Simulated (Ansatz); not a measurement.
**Co: strain energy, fitted**

Co, P6_3/mmc, a = 2.456 Å, c = 3.968 Å. Ansatz: PBEsol, PAW, 420 eV, Γ-centred 21×21×10 mesh on 2 atoms, Gaussian smearing 0.10 eV; collinear spin, largest moment 1.6 μB. Series: biaxial strain in the a-b plane, c and atoms relaxed; x is the strain in per cent. y is the free energy over the unstrained cell, V0 = 10.363 Å³/atom.

| x (%) | y (meV/atom) |
| --- | --- |
| -3.0 | ? |
| -2.0 | 15.00 |
| -1.0 | 3.62 |
| 0.0 | 0.00 |
| 1.0 | 3.35 |
| 2.0 | 12.82 |
| 3.0 | 27.68 |

Task: Fit y = c2 x² + c3 x³ to the other rows, turn c2 into a modulus, and predict the missing energy.

Result: Least squares on the rows shown. y = 3.4796 x² − 0.13492 x³. In eV per unit strain² c2 is 34.80; M is the biaxial modulus (E = M V0 ε²): 34.80 × 160.2 / (10.363) = 538 GPa. At x = -3.0 the fit asked for gives 34.96 meV/atom. The run gave 35.05 meV/atom, so the fit is 0.09 meV/atom too low, a small miss on the scale of the series.